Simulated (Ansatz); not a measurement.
The relaxed structure here is a generated cell of Nb: the first start was made by placing the elements on the sites of a structure type, and the end was not matched to a known phase here, so it may be hypothetical. Known forms of Nb include space group No. 229.

A relaxed cell of Nb (Fddd (No. 70)), relaxed on a k-mesh at least as fine as the one used below. These are PBEsol (plane waves to 420 eV, PAW, scalar-relativistic; Ansatz, a first-principles code) values and carry that method's errors. Γ-centred k-mesh 14×14×7 on the run's cell (coarser than for final values), Fermi–Dirac smearing 0.05 eV.

```xyz
4
Lattice="0.0000 2.6755 4.8873 1.3640 0.0000 4.8873 2.7281 5.3510 0.0000" Properties=species:S:1:pos:R:3 pbc="T T T"
Nb     0.6820     1.3378     2.4437
Nb     2.0461     4.0133     2.4437
Nb     0.0000     0.0000     0.0000
Nb     1.3640     2.6755     0.0000
```

The atoms are displaced by (Å):

```
atom      ux      uy      uz
----  ------  ------  ------
Nb1    0.039   0.087  -0.009
Nb2    0.109   0.073   0.040
Nb3    0.105  -0.088  -0.049
Nb4   -0.039   0.012  -0.104
```

Q: What forces (eV/Å) and pressure result?

A: 
```tsv
atom	Fx	Fy	Fz
Nb1	0.49	-0.08	-0.62
Nb2	-0.46	-0.33	-1.03
Nb3	-1.00	0.32	0.60
Nb4	0.97	0.09	1.06
```

Pressure +1.2 GPa.

Q: Estimate the energy cost of the displacement in the harmonic approximation and compare with the calculation.

A: For a harmonic well ΔE = −½ Σ F·u = 0.204 eV a cell, or 51 meV/atom. The calculated energy relative to the undisplaced cell is +0.05 eV/atom, so the harmonic estimate holds well.

The undisplaced cell is probably no minimum: from this displacement the run went on to Im-3m (No. 229), 0.16 eV/atom below it.

No spin polarisation in the result.
